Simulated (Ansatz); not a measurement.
ZrCu:
```
ZrCu
1.0
    3.27703     0.00000     0.00000
    0.00000     4.12568     0.00000
   -1.22792     0.00000     5.15462
Zr Cu
2 2
Direct
  0.36150   0.75000   0.20185
  0.63850   0.25000   0.79815
  0.06379   0.75000   0.64386
  0.93621   0.25000   0.35614
```

Relaxed with r²SCAN. Special points in fractions of this cell's reciprocal vectors: Γ (0.000, 0.000, 0.000); Z (0.000, 0.500, 0.000); D (0.000, 0.500, 0.500); B (0.000, 0.000, 0.500); A (-0.500, 0.000, 0.500); E (-0.500, 0.500, 0.500); C2 (-0.500, 0.500, 0.000); Y2 (-0.500, 0.000, 0.000).

**Question.** List the band energies nearest the Fermi level at these points for DFT-r²SCAN in the program Ansatz with PAW potentials.

**Answer.** In eV from the Fermi level; about four levels below and three above (degenerate sets whole), none deeper than 8.9 eV; points with the same levels are listed once.

| k | below | above |
|---|---|---|
| Γ | -3.01 -0.74 -0.54 -0.13 | 0.71 2.24 2.43 |
| Z | -0.81 -0.81 -0.03 -0.03 | 1.37 1.37 2.40 2.40 |
| D | -3.13 -3.13 -1.97 -1.97 | 0.56 0.56 2.15 2.15 |
| B | -3.10 -1.22 -0.47 -0.08 | 0.76 0.86 2.12 |
| A | -2.54 -1.32 -1.22 -0.49 | 0.38 0.56 1.36 |
| E | -0.67 -0.67 -0.43 -0.43 | 0.14 0.14 3.28 3.28 |
| C2 | -1.08 -1.08 -0.57 -0.57 | 0.50 0.50 3.41 3.41 |
| Y2 | -2.55 -1.53 -1.37 -0.26 | 0.22 0.38 1.25 |

Space group P2_1/m. The first step of the workflow began from a Materials Project structure, measured or hypothetical; the Crystallography Open Database copy checked does not list it. Whether it is the stable phase at ambient conditions was not checked. The r²SCAN relaxation kept the symmetry of its start; its stability against distortions is not shown here. The run is not spin-polarised. Scalar-relativistic: spin–orbit coupling is off unless named, which matters more the heavier the elements.

Potentials: the later of the program's two PAW sets.
